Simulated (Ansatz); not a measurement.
The elements of this relaxed trial crystal are hidden behind letters.

```
lattice vectors (Å)
   3.4171    1.9728    6.2841
  -3.4171    1.9728    6.2841
   0.0000   -3.9457    6.2841
fractional positions
X 0.0000 0.0000 0.0000
Z 0.5000 0.5000 0.5000
Q 0.6753 0.1252 0.4848
Q 0.3247 0.8748 0.5152
Q 0.4848 0.6753 0.1252
Q 0.5152 0.3247 0.8748
Q 0.1252 0.4848 0.6753
Q 0.8748 0.5152 0.3247
```

The calculation used DFT PBE, scalar-relativistic, plane waves, PAW in Ansatz 0.2.0. Plane waves to 420 eV, an 8×8×6 mesh through Γ for the 8-atom cell and 0.10 eV Gaussian smearing; collinear spin.

* Space group: R-3 (No. 148)
* Conventional cell: a = 6.834 Å, c = 18.852 Å
* Volume per atom: 31.77 Å³
* Density: 3.93 g/cm³
* Formation energy: −0.96 eV/atom
* Gap on the 8×8×6 mesh of the 8-atom cell: 0 eV (a metal)
* Net moment per atom: 0.12 μB

Energies are uncorrected and count from the elements' standard states at the same level.

**Question.** X is a p-block element of period 6, Z is a d-block element of period 6 and Q is a p-block element of period 3. Which elements are they?

**Answer.** X = Tl, Z = W, Q = Cl, so the formula is TlWCl6. Density times volume gives a mean mass of 3.93 × 31.77/1.6605 = 75.2 u per atom, and this set has 75.1 u. Around Tl lie 6 Cl at 3.30 Å; around W lie 6 Cl at 2.34 Å; Cl is surrounded by 1 W at 2.34 Å, 1 Tl at 3.30 Å and 4 Cl at 3.31 Å. Other sets within the hints have nearly the same mass, so mass alone doesn't settle it; this one was computed.

The end has P-1 (No. 2) at a tolerance of 0.01 Å; the cell shown is made exact in the group found at 0.05 Å. These runs have no spin–orbit coupling, which can matter for Tl and W. Another magnetic order may lie lower. This cell was reached by moving the atoms of another relaxed cell at random and relaxing again, last within the group found; it had no such test of its own.
